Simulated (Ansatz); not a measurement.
The elements of this relaxed trial crystal are hidden behind letters.

```
lattice vectors (Å)
   3.0674    0.0000    0.0000
  -1.5337    2.6565    0.0000
   0.0000    0.0000    7.6217
fractional positions
X 0.0000 0.0000 0.0000
Z 0.3333 0.6667 0.3292
Z 0.6667 0.3333 0.6708
Q 0.3333 0.6667 0.8350
Q 0.6667 0.3333 0.1650
Q 0.0000 0.0000 0.5000
```

Theory: DFT PBE, scalar-relativistic, plane waves, PAW in Ansatz 0.2.0. Plane waves to 420 eV, a 12×12×6 mesh through Γ for the 6-atom cell and 0.10 eV Gaussian smearing; no spin polarisation.

| Quantity | Value |
| --- | --- |
| Space group | P-3m1 (No. 164) |
| Conventional cell | a = 3.067 Å, c = 7.622 Å |
| Volume per atom | 10.35 Å³ |
| Density | 12.07 g/cm³ |
| Energy over the elements | −0.18 eV/atom |
| Gap on the 12×12×6 mesh of the 6-atom cell | 0 eV (a metal) |

Energies are uncorrected and count from the elements' standard states at the same level.

Task: X is a d-block element of period 4, Z is a d-block element of period 6 and Q is a p-block element of period 2. Which elements are they?

Result: X = Ti, Z = W, Q = C, so the formula is TiW2C3. Density times volume gives a mean mass of 12.07 × 10.35/1.6605 = 75.2 u per atom, and this set has 75.3 u. Ti has 6 C at 2.17 Å, 6 Ti at 3.07 Å and 6 W at 3.07 Å; around W lie 6 C at 2.17–2.20 Å, 9 W at 3.07–3.15 Å and 3 Ti at 3.07 Å; around C on a site of symmetry 3m lie 3 W at 2.17 Å and 3 Ti at 2.17 Å; 1 more site not described. Other sets within the hints have nearly the same mass, so mass alone doesn't settle it; this one was computed.

These runs have no spin–orbit coupling, which can matter for W. A structure relaxed within its symmetry needn't be a true minimum.
